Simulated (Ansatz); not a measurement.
# Stationary points along a deformation path in Ta

Level of theory: DFT r2SCAN, scalar-relativistic, plane waves, PAW (Ansatz). Cutoff 500 eV, Γ-centred 28×28×28 k-points, Gaussian smearing of 0.15 eV. Spin–orbit coupling is left out, which can shift energies with elements as heavy as these. No spin polarisation. Energies are free energies at this smearing, counted from the undisturbed cell; pressure is positive in compression.

Zero of the scan (relaxed at this level; with this scan's settings it stands at 0.2 GPa):

```xyz
1
Lattice="-1.6523 1.6523 1.6523 1.6523 -1.6523 1.6523 1.6523 1.6523 -1.6523" Properties=species:S:1:pos:R:3 pbc="T T T"
Ta    0.0000    0.0000    0.0000
```

At fixed volume and fractional coordinates, lengths along (0.000, 0.000, 1.000) are scaled against those across it; ρ is that ratio over its starting value. V = 18.043 Å³/atom. Δσ is the stress along the axis less the mean stress across it (compression positive).

```csv
ρ,ΔE (meV/atom),Δσ (GPa),space group
0.707,432.4,22.28,I4/mmm
0.780,211.0,30.16,I4/mmm
0.850,75.8,12.21,I4/mmm
1.000,0.0,0.00,Im-3m
1.200,119.4,-15.41,I4/mmm
1.300,211.9,-13.56,I4/mmm
1.414,255.3,-0.02,Fm-3m
```

Q: How does the stress give the slope of the energy, and where is the energy stationary?

A: Along the path d ln(length) is 2/3 d ln ρ on the axis and −1/3 d ln ρ across it, so dE/d ln ρ = −(2/3) V Δσ: the energy falls with ρ where Δσ is positive. Δσ vanishes or changes sign at ρ = 1.000 (Im-3m), a minimum at 0.0 meV/atom; at ρ = 1.414 (Fm-3m, an end of the scan), at 255.3 meV/atom. Pairs of stationary points between two samples would go unseen, and could change a minimum read from distant neighbours into a maximum. At ρ = 1.000, 1.414 the cell is cubic, where symmetry alone makes the stress isotropic and the slope zero.

In a metal these slopes depend on the k mesh and the smearing.

Cost: 7 runs of about 2.5 core-minutes in all, on Intel Xeon Platinum 8488C (Sapphire Rapids) (shared hosts).